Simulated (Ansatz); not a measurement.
Input file for Ansatz (a quantum-chemistry and plane-wave program):

Ansatz 0.2 input:
```yaml
crystal:
  lattice:
    - [0.0, 1.5792731875, 1.5792731875]
    - [1.5792731875, 0.0, 1.5792731875]
    - [1.5792731875, 1.5792731875, 0.0]
  atoms:
    - { symbol: Be, position: [0.0, 0.0, 0.0] }
kpoints:
  mp_grid: { grid: [22, 22, 22] }
hamiltonian:
  xc: r2scan
  pseudopotentials: { kind: paw }
scf:
  occupations: { method: gaussian, width: 0.1 }
checkpoint: { read: metal.run }
output: { bader: true, populations: true }
```

Output (shortened):

```
Pseudopotential: Be, paw, valence charge 2
Functional definition: r2SCAN
Crystal: 1 atoms, lattice volume = 7.878 Å³
Basis set: ecut = 500 eV, 181 PW (Γ), exchange–correlation on 72×72×72 points (64 copies of the dense FFT grid, shifted against one another)
Bands: 9, of which v1, the nominal top of the filled ones, is band 1 counted from 1 (0 counted from 0)
Symmetry: 48 space group operations
Space group: Fm-3m (ITA 225), of the structure as read, at distance tolerance 2.0e-5 Å
k-points: 328 of 10648
Stability of the state it starts from, as read at its close in the unpolarized treatment …
iter 1 solved again at ethr=7.54e-10 eV; its pass at ethr=3.10e-3 eV (dr2=1.51e-8 eV) is discarded
SCF iter   1: F=—  HF=-93.252635 eV  |F-HF|=—  |Δ(HF+E_count)|=         —  Δρ=5.26e-7  dr2=1.45e-11  dr2_τ=3.99e-13  ethr=7.54e-10  ⟨swp⟩=3.1  Hψ=28217  notcnv=0
preconditioner: auto → none
SCF iter   2: F=-93.252635 eV  HF=-93.252635 eV  |F-HF|=1.01e-12  |Δ(HF+E_count)|=  3.41e-11  Δρ=2.37e-7  dr2=2.88e-12  dr2_τ=3.09e-14  ethr=1.00e-12  ⟨swp⟩=3.3  Hψ=9258  notcnv=0
SCF 1 converged in 2 iterations: F = -93.252635 eV  dr2 = 2.88e-12
SCF converged after 2 iterations
Free energy (F): -93.252635 eV
Harris-Foulkes:  -93.252635 eV  (|F-HF|=1.01e-12)
Internal energy: -93.252210 eV  (E = F + TS)
E sigma→0 (E₀):  -93.252422 eV
Entropy (-TS):   -0.000426 eV (-0.426 meV/atom)
Fermi energy:    8.769597 eV
--- Per-component energies (eV) ---
  E_band       = 5.703547
  E_kinetic    = 21.091066
  E_local      = 3.216162  (includes V_loc(G=0)·N_el)
  E_nonlocal   = 4.116916
  E_hartree    = 0.028508
  E_xc         = -18.993645
  E_vxc        = -22.343084  (∫ρ·V_xc dr)
  E_paw        = -60.894903  (= ΣΔE_a)
  E_vpaw       = -1.318532  (= ΣTr[D̂ρ^β])
  E_aug_tail   =  0.000000  (compensation charges beyond the density's cutoff)
  E_vtau       = 0.884003  (kinetic-family band-sum trace: ∫τ·v_τ [+ j·A + Jᵃ·Aᵃ] dr)
  E_ewald      = -41.804286
  E_core_change = -0.012027  (= ΣΔE_core)
  E_smearing   = -0.000426  (= −TS)
  E_closure    =  0.000000  (closes the sum)
  Σ components = -93.252635   (vs F -93.252635, Δ=0.00e0)
  [band-id]    e_kinetic+e_local+e_nonlocal+2·e_hartree+e_vxc+e_vpaw+e_augmentation_tail+e_vtau = 5.703547   (vs E_band 5.703547, Δ=1.38e-7)
--- Band table (eV; the first three rows and the last of 328) ---
  k-point 0: bands = ["-3.9984", "29.9145", "29.9145", "29.9145", "39.2357", "39.2357", "39.2357", "41.7895", "51.2966"]
  k-point 1: bands = ["-3.9243", "29.2658", "29.7761", "29.7761", "38.3308", "39.4931", "39.4931", "43.5419", "49.8868"]
  k-point 2: bands = ["-3.7022", "27.5103", "29.4123", "29.4123", "37.6381", "40.1699", "40.1699", "46.3783", "48.1484"]
  k-point 327: bands = ["9.1877", "10.5780", "12.0233", "19.6842", "35.8923", "39.2763", "43.3274", "50.2075", "62.9796"]
--- Löwdin populations: 1 site ---
  site symbol       q [e]
     0     Be      1.2550
  spilling = 0.372523 (of n_electrons = 2.000000)
--- Bader charges: 1 site ---
  site symbol  charge [e]  shift [e] shared [e]
     0     Be      0.0118     0.0000     0.0000
  maxima off the nuclei: 2, with 0.0118 electrons
  on the straight line to a nucleus their density falls by 3.1e-5 of itself; PAW files or a low cutoff
  can make one that falls by little (a run on other files and one at a higher cutoff tell): if they did, read the shared
  charge, to which what the maxima have on the atom's side is counted
  shift: an alarm, by how much a part of what the PAW files miss would move the charge. Where it is large, compare
  with a run on PAW files of another source; a small one proves nothing
  estimated error of the sums over rays = 5.1e-5 e
```

Cost: around 30 core-seconds (rough) on shared cores.

The start of the workflow was typed in or built on a structure type; neither database checked (COD, Materials Project) lists it. It is not the phase usual at ambient conditions (space group No. 194). Symmetry was held in the r²SCAN relaxation; whether a distortion lowers the energy is not shown.

Potentials: the later of the program's two PAW sets.

Ansatz is a plane-wave DFT program.
